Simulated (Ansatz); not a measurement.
Relaxed-ion elastic tensor of CaS (rock salt, Fm-3m) in GPa (Voigt order), DFT-PBEsol in the program Ansatz with PAW potentials; density 2.68 g/cm³, 22.34 Å³ per atom.

```
 139  23.1  23.1   0.0   0.0   0.0
23.1   139  23.1   0.0   0.0   0.0
23.1  23.1   139   0.0   0.0   0.0
 0.0   0.0   0.0  33.9   0.0   0.0
 0.0   0.0   0.0   0.0  33.9   0.0
 0.0   0.0   0.0   0.0   0.0  33.9
```

Problem. Is the crystal mechanically stable?

Solution. Yes: the smallest eigenvalue of C is 33.9 GPa.

Problem. Work out the Voigt, Reuss and Hill averages.

Solution. K_V = 61.6, K_R = 61.6, K_H = 61.6; G_V = 43.5, G_R = 40.6, G_H = 42.0 GPa.

Problem. Give Young's modulus, Poisson's ratio, Pugh's ratio and the universal anisotropy index.

Solution. E = 9KG/(3K + G) = 103 GPa; ν = 0.22; K/G = 1.47 (brittle by the Pugh limit of 1.75); A_U = 5G_V/G_R + K_V/K_R − 6 = 0.35.

Problem. Estimate the sound speeds and the Debye temperature.

Solution. v_l = √((K + 4G/3)/ρ) = 6630 m/s, v_t = √(G/ρ) = 3960 m/s, mean 4380 m/s; Θ = (h/k)(3n/4πV)^(1/3) v_m = 463 K.

Problem. Give the Zener ratio and Young's modulus along [100], [110] and [111].

Solution. A = 2C44/(C11 − C12) = 0.59; 1/E = S11 − 2(S11 − S12 − S44/2)Γ with Γ = 0, 1/4, 1/3 gives 132, 94.2, 86.0 GPa.

The PBEsol relaxation kept the symmetry of its start.

Potentials: the later of the program's two PAW sets.
